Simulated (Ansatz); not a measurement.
Here is the system:

V:
```
CELL_PARAMETERS angstrom
     -1.48788     1.48788     1.48788
      1.48788    -1.48788     1.48788
      1.48788     1.48788    -1.48788
ATOMIC_POSITIONS crystal
  V  0.00000 0.00000 0.00000
```

This is the r²SCAN+D4-relaxed structure.

Q: All from r²SCAN+D4 in the plane-wave PAW code Ansatz, unless another level is named. Predict the Hill bulk and shear moduli.

A: 196 and 29.4 GPa.

Q: What about the elastic constants (relaxed ions, GPa)?

A: C11 = 283, C12 = 153, C44 = 16.1.

Space group Im-3m (bcc (W type)). The r²SCAN+D4 relaxation kept the symmetry of its start. The workflow began spin-polarised and lost its moments. The pairwise dispersion correction was not fitted to metals. As this level gives no gap, shear constants depend on the k-mesh and smearing (Fermi–Dirac, 0.1 eV here). On the denser mesh and wider smearing of the elastic run this cell carries a stress of 0.4 GPa.

Potentials: the later of the program's two PAW sets.
